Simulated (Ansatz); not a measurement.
Hcp Co (10-10), 4 layers, DFT, PBE, all-electron LAPW, scalar-relativistic (Ansatz 0.2.0), on 2 threads of Intel(R) Xeon(R) 6975P-C (Granite Rapids) (shared host).

Command: `ansatz run input.yaml --threads 2 --pin off --max-ram 6144MiB --backend cpu --events-out ev --progress --plain --runs-dir out`

```yaml
crystal:
  lattice:
    - [2.4930397743, 0.0, 0.0]
    - [0.0, 4.0369294962, 0.0]
    - [0.0, 0.0, 18.8787]
  atoms:
    - { symbol: Co, position: [0.0, 0.75, 0.4237576111], spin: 1.7 }
    - { symbol: Co, position: [0.5, 0.25, 0.4618788058], spin: 1.7 }
    - { symbol: Co, position: [0.5, 0.75, 0.5381211942], spin: 1.7 }
    - { symbol: Co, position: [0.0, 0.25, 0.5762423889], spin: 1.7 }
magnetization:
  spin_polarized: true
kpoints:
  mp_grid: { grid: [15, 9, 1] }
scf:
  occupations: { method: fermi_dirac, width: 0.1 }
hamiltonian:
  xc: pbe
  pseudopotentials: { kind: all_electron, lapw: { basis_error: 0.001 } }
output:
  forces: true
  stress: true
  eigenvalues: true
  populations: true
  dos: { projected: true, de: 0.2, e_range: [-14, 8] }
efield:
  axis: 3
  amplitude: 0
  dipole_correction: true
```

Problem. How large is the problem that the program sets up?

Solution. 40 irreducible k-points, 2383 plane waves at Γ, 45 bands.

Problem. About how long does it take, and how much memory?

Solution. 2.4 min of wall time for 13 SCF iterations, with a peak of 1.1 GiB. Times on shared machines scatter by tens of per cent.
